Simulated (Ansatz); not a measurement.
CdF$_{2}$ (fluorite, space group No. 225), the program Ansatz at the r²SCAN level (PAW): ε∞ = 2.65, cell volume 39.11 Å³. Infrared-active transverse modes:

```csv
ω_TO (cm⁻¹),oscillator strength S_xx (e²/amu)
224.4,0.2101
```

Question: Compute the static dielectric constant.

Answer: Each mode adds (4.921e7/V) S/ω²: 5.25. So ε0 = 7.90.

Question: What LO frequency does the Lyddane–Sachs–Teller relation give?

Answer: ω_LO = ω_TO √(ε0/ε∞) = 388 cm⁻¹.

Space group Fm-3m (fluorite). Symmetry was held in the r²SCAN relaxation; phonons on a q-mesh show no instability. Spin–orbit coupling is left out wherever it is not named.

Potentials: the later of the program's two PAW sets.
